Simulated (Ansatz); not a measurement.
An Ansatz input:

```yaml
crystal:
  lattice:
    - [5.2826855357, 0.0, 0.0]
    - [0.0, 5.2826855357, 0.0]
    - [0.0, 0.0, 5.2826855357]
  atoms:
    - { symbol: Ga, position: [1.0, 0.0, 0.0] }
    - { symbol: Ga, position: [0.5, 0.5, 0.5] }
    - { symbol: Ga, position: [0.25, 1.0, 0.5] }
    - { symbol: Ga, position: [0.75, 1.0, 0.5] }
    - { symbol: Ga, position: [0.5, 0.25, 0.0] }
    - { symbol: Ga, position: [0.5, 0.75, 1.0] }
    - { symbol: Ga, position: [0.0, 0.5, 0.25] }
    - { symbol: Ga, position: [1.0, 0.5, 0.75] }
hamiltonian:
  xc: r2scan
  pseudopotentials:
    kind: paw
    azcp:
      Ga: "pseudopotentials/Ga.paw.azcp"
basis:
  ecutwfc: 500
  fft_grid_basis: typed
kpoints:
  mp_grid: { grid: [7, 7, 7], shift: [0, 0, 0] }
magnetization:
  spin_polarized: false
scf:
  occupations: { method: fermi_dirac, width: 0.1 }
```

and its output:

```
Engine: ansatz 0.2.0, x86_64-unknown-linux-gnu
Pseudopotentials: kind: paw
Pseudopotential: Ga, paw, valence charge 13, recommended cutoff 500 eV (meta_gga) 
Functional definition: r2SCAN
  parameter k0 = 0.174
  parameter k1 = 0.065
  parameter a1 = 4.9479
  exchange = r2scan_x(k0 = k0, k1 = k1, a1 = a1)
  correlation = r2scan_c
Crystal: 8 atoms, lattice volume = 147.423 Å³
Basis set: ecut = 500 eV, 3743 PW (Γ), exchange–correlation on 160×160×160 points (64 copies of the dense FFT grid, shifted against one another)
Bands: 60, of which v1, the nominal top of the filled ones, is band 52 counted from 1 (51 counted from 0)
Symmetry: 48 space group operations
Space group: Pm-3n (ITA 223), of the structure as read, at distance tolerance 5.3e-5 Å
k-points: 20 of 343
Non-local potential: Ga, projectors of the file, l = 0: 2, l = 1: 2, l = 2: 3, l = 3: 1
PAW form: soft (Blöchl's): semilocal exchange-correlation on the pseudo side does not see the compensation charge
PAW frozen core: Ga, regenerated for the run's functional (the file was generated under x = pbe(κ = 0.804, μ = 0.2195149727645171), c = pbe(β = 0.06672455060314922))
PAW one-centre angular grid: Ga, 590 points (default); XC on 160 Gauss nodes
Initial density: superposition of atomic densities (neutral atoms: chi_scale 0, normalization atom), corrected by the library's trained network
Initial wavefunctions: pseudopotential atomic-orbital guess
Functional: x = r2scan, c = r2scan; τ floored in thin density (d = 2e-4 eV/Å³)
SCF iter   1: F=—  HF=-30320.733288 eV  |F-HF|=—  |Δ(HF+E_count)|=         —  Δρ=1.23e-2  dr2=8.06e-2  dr2_τ=3.41e-3  ethr=1.77e-3  ⟨swp⟩=5.3  Hψ=3970  notcnv=0
SCF iter   2: F=—  HF=-30320.742693 eV  |F-HF|=—  |Δ(HF+E_count)|=   9.41e-3  Δρ=3.09e-3  dr2=4.85e-3  dr2_τ=2.27e-4  ethr=7.75e-5  ⟨swp⟩=2.0  Hψ=2595  notcnv=0  defer=5
SCF iter   3: F=—  HF=-30320.741115 eV  |F-HF|=—  |Δ(HF+E_count)|=   1.58e-3  Δρ=2.64e-3  dr2=3.67e-3  dr2_τ=2.30e-5  ethr=4.67e-6  ⟨swp⟩=2.0  Hψ=1995  notcnv=0  defer=5
SCF iter   4: F=—  HF=-30320.740764 eV  |F-HF|=—  |Δ(HF+E_count)|=   3.51e-4  Δρ=9.04e-4  dr2=4.83e-4  dr2_τ=2.77e-6  ethr=3.53e-6  ⟨swp⟩=2.0  Hψ=1380  notcnv=0  defer=5
SCF iter   5: F=—  HF=-30320.740792 eV  |F-HF|=—  |Δ(HF+E_count)|=   2.84e-5  Δρ=1.91e-4  dr2=2.59e-5  dr2_τ=1.10e-7  ethr=4.64e-7  ⟨swp⟩=2.2  Hψ=1680  notcnv=0  defer=5
SCF iter   6: F=—  HF=-30320.740812 eV  |F-HF|=—  |Δ(HF+E_count)|=   2.02e-5  Δρ=4.44e-5  dr2=1.22e-6  dr2_τ=1.33e-8  ethr=2.49e-8  ⟨swp⟩=2.0  Hψ=2240  notcnv=0  defer=5
SCF iter   7: F=-30320.740812 eV  HF=-30320.740811 eV  |F-HF|=5.26e-8  |Δ(HF+E_count)|=   8.42e-7  Δρ=6.98e-6  dr2=5.84e-8  dr2_τ=4.82e-10  ethr=9.62e-11  ⟨swp⟩=2.0  Hψ=4304  notcnv=0
SCF 1 converged in 7 iterations: F = -30320.740812 eV  dr2 = 5.84e-8
SCF converged after 7 iterations
Free energy (F): -30320.740812 eV
Harris-Foulkes:  -30320.740811 eV  (|F-HF|=5.26e-8)
Internal energy: -30320.638734 eV  (E = F + TS)
E sigma→0 (E₀):  -30320.689773 eV
Entropy (-TS):   -0.102078 eV (-12.760 meV/atom)
Fermi energy:    10.010270 eV
--- Per-component energies (eV) ---
  E_band       = -311.340830
  E_kinetic    = 914.027925
  E_local      = -14184.757935  (includes V_loc(G=0)·N_el)
  E_nonlocal   = 3393.533642
  E_hartree    = 6684.029599
  E_xc         = -499.999836
  E_vxc        = -479.829220  (∫ρ·V_xc dr)
  E_paw        = -16002.200381  (= ΣΔE_a)
  E_vpaw       = -3349.557558  (= ΣTr[D̂ρ^β])
  E_aug_tail   = -0.000355  (compensation charges beyond the density's cutoff)
  E_vtau       = 27.165622  (kinetic-family band-sum trace: ∫τ·v_τ [+ j·A + Jᵃ·Aᵃ] dr)
  E_ewald      = -10620.046833
  E_core_change = -5.224559  (= ΣΔE_core)
  E_smearing   = -0.102078  (= −TS)
  E_closure    = 0.000000  (closes the sum)
  Σ components = -30320.740812   (vs F -30320.740812, Δ=0.00e0)
```
